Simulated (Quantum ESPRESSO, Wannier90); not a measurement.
# Tight-binding from DFT: K2Te (anti-fluorite)

Structure: Materials Project mp-1747, symmetrised, not relaxed again. COD (Crystallography Open Database) has an entry of this formula and space group (matched by these alone). Computed values, not measurements, from LDA: Quantum ESPRESSO (norm-conserving PseudoDojo potentials, cutoff 66 Ry, no spin polarisation, no spin-orbit coupling) on a Γ-centred 8×8×8 mesh, then Wannier90. Density: 8×8×8 mesh, cold smearing 0.01 Ry. Spin-orbit coupling is left out although heavy elements are present.

```
begin unit_cell_cart
ang
    0.0000000000    4.0911900000    4.0911900000
    4.0911900000    0.0000000000    4.0911900000
    4.0911900000    4.0911900000    0.0000000000
end unit_cell_cart
mp_grid = 8 8 8
```

Which shells of neighbouring k-points and which b-vectors and weights does Wannier90 pick for this cell and mesh?


```
 *---------------------------------- K-MESH ----------------------------------*
 +----------------------------------------------------------------------------+
 |                    Distance to Nearest-Neighbour Shells                    |
 |                    ------------------------------------                    |
 |          Shell             Distance (Ang^-1)          Multiplicity         |
 |          -----             -----------------          ------------         |
 |             1                   0.166254                      8            |
 |             2                   0.191973                      6            |
 |             3                   0.271491                     12            |
 |             4                   0.318351                     24            |
 |             5                   0.332507                      8            |
 |             6                   0.383946                      6            |
 |             7                   0.418396                     24            |
 |             8                   0.429265                     24            |
       ... (lines left out)
 +----------------------------------------------------------------------------+
 | The b-vectors are chosen automatically                                     |
 | The following shells are used:                       1                     |
 +----------------------------------------------------------------------------+
 |                        Shell   # Nearest-Neighbours                        |
 |                        -----   --------------------                        |
 |                          1               8                                 |
 +----------------------------------------------------------------------------+
 | Completeness relation is fully satisfied [Eq. (B1), PRB 56, 12847 (1997)]  |
 +----------------------------------------------------------------------------+
 |                  b_k Vectors (Ang^-1) and Weights (Ang^2)                  |
 |                  ----------------------------------------                  |
 |            No.         b_k(x)      b_k(y)      b_k(z)        w_b           |
 |            ---        --------------------------------     --------        |
 |             1         0.095987    0.095987   -0.095987    13.567179        |
 |             2         0.095987   -0.095987    0.095987    13.567179        |
 |             3        -0.095987    0.095987    0.095987    13.567179        |
 |             4         0.095987    0.095987    0.095987    13.567179        |
 |             5        -0.095987   -0.095987    0.095987    13.567179        |
 |             6        -0.095987    0.095987   -0.095987    13.567179        |
 |             7         0.095987   -0.095987   -0.095987    13.567179        |
 |             8        -0.095987   -0.095987   -0.095987    13.567179        |
```
